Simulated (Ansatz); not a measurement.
Debugging a calculation of TeAs2

Intended: TeAs2, PBEsol, plane waves and PAW in Ansatz. The input:

```yaml
crystal:
  lattice:
    - [-3.556454, 3.556454, 2.940516]
    - [3.556454, -3.556454, 2.940516]
    - [3.556454, 3.556454, -2.940516]
  atoms:
    - { symbol: Te, position: [0.75, 0.25, 0.5] }
    - { symbol: Te, position: [0.0, 0.0, 0.0] }
    - { symbol: As, position: [0.375, 0.625, 0.25] }
    - { symbol: As, position: [0.375, 0.125, 0.75] }
    - { symbol: As, position: [0.375, 0.625, 0.75] }
    - { symbol: As, position: [0.875, 0.625, 0.25] }
basis:
  ecutwfc: 420
kpoints:
  mp_grid: { grid: [8, 8, 8] }
hamiltonian:
  xc: pbesol
  hubbard: { sites: [{ species: Fe, l: d, u_eff: 4.0 }] }
scf:
  occupations: { method: gaussian, width: 0.1 }
output:
  forces: true
  stress: true
  eigenvalues: true
```

Command:

```bash
ansatz run input.yaml --threads 1 --pin off --max-ram 2560MiB --backend cpu --events-out ev --progress --plain --runs-dir out
```

Output, shortened:

```text
Error: inconsistent input (hamiltonian.hubbard.sites[].species, crystal.atoms): hamiltonian.hubbard: Fe is not a species of this cell
```

Task: What is the cause?
A. A key that the program doesn't know
B. A Hubbard U on a species that isn't in the cell
C. A cutoff far under the potentials' need
D. A total moment locked at a wrong value
E. Lattice vectors in bohr read as angstrom

Result: B. The entry names no atom of the cell. The cure is the entry removed.

The change to the input:

```diff
 hamiltonian:
-  hubbard: { sites: [{ species: Fe, l: d, u_eff: 4.0 }] }
```

Result of the mended run: a pressure of -3.78 GPa, no gap.

Time of the mended run: 21 s on 1 thread of Oxide Virtual Turin-like Processor (Zen 5), on a shared host, peak memory 0.66 GiB.